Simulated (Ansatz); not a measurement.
RbCl (rock salt)

```yaml
crystal:
  lattice:
    - [0.00000, 3.34891, 3.34891]
    - [3.34891, 0.00000, 3.34891]
    - [3.34891, 3.34891, 0.00000]
  atoms:
    - { symbol: Cl, position: [0.00000, 0.00000, 0.00000] }
    - { symbol: Rb, position: [0.50000, 0.50000, 0.50000] }
```

The slice is a {100} plane (indices of the conventional cell) through the point (0.000, 0.000, 0.000) (fractional), spanned by u = [100] and v = [0 1 -1] in vectors of this cell: u (4.74 Å) and v (4.74 Å, at 90° to u). It covers one period; positions are fractions (u, v).

Computed with PBE (plane waves to 420 eV, PAW, scalar-relativistic; Ansatz, an electronic-structure program). k mesh 9×9×9. Near the nuclei the fields are pseudised (PAW); where an atom keeps semicore shells as valence, they peak there. RbCl was relaxed with its symmetry unable to fall.

Sketch the electrostatic potential energy of an electron, from the cell's mean on this plane as a map.


```
|xxxxxx=%@@@@@@@@@@@@@%=xxxxx|
|xxxxxx+%@@@@@@@@@@@@@%+xxxxx|
|xxxxxx*%@@@@%%%%%@@@@%*xxxxx|
|xxxxx+%@@@%%%###%%%@@@%+xxxx|
|xxxx+#%@%%##*****##%%@%#+xxx|
|-=+*%%@%%#*++===++*#%%@%%*+=|
|#%%%@@%%#*=-:. .:-=*#%%@@%%%|
|@@@@@%%#*=:       :=*#%%@@@@|
|@@@@@%#*=. xxxxxxx .=*#%@@@@|
|@@@@%#*=: xxxxxxxxx :=*#%@@@|
|@@@@%#+- xxxxxxxxxxx -+#%@@@|
|@@@%%*+: xxxxxxxxxxx :+*%%@@|
|@@@%#*=. xxxxxxxxxxx .=*#%@@|
|@@@%#*=  xxxxxxxxxxx  =*#%@@|
|@@@%#*=. xxxxxxxxxxx .=*#%@@|
|@@@%%*+: xxxxxxxxxxx :+*%%@@|
|@@@@%#+- xxxxxxxxxxx -+#%@@@|
|@@@@%#*=: xxxxxxxxx :=*#%@@@|
|@@@@@%#*=. xxxxxxx .=*#%@@@@|
|@@@@@%%#*=:       :=*#%%@@@@|
|#%%%@@%%#*=-:. .:-=*#%%@@%%%|
|-=+*%%@%%#*++===++*#%%@%%*+=|
|xxxx+#%@%%##*****##%%@%#+xxx|
|xxxxx+%@@@%%%###%%%@@@%+xxxx|
|xxxxxx*%@@@@%%%%%@@@@%*xxxxx|
|xxxxxx+%@@@@@@@@@@@@@%+xxxxx|
|xxxxxx=%@@@@@@@@@@@@@%=xxxxx|
|xxxxxx-#@@@@@@@@@@@@@#-xxxxx|
```
Scale: ten equal steps from -3.00 (start of ' ') to 5.58 (end of '@'), in the order ' .:-=+*#%@'. Values: electrostatic potential energy of an electron, from the cell's mean, in eV. The map has 28 points along u (one character each, u = 0 at the left) and 28 along v (v = 0 in the bottom row). Points within 1 Å of a nucleus are blanked (x), as the pseudised field means little there. Values under -3 eV are set to -3. The zero, the cell's mean, hangs on the PAW cores.
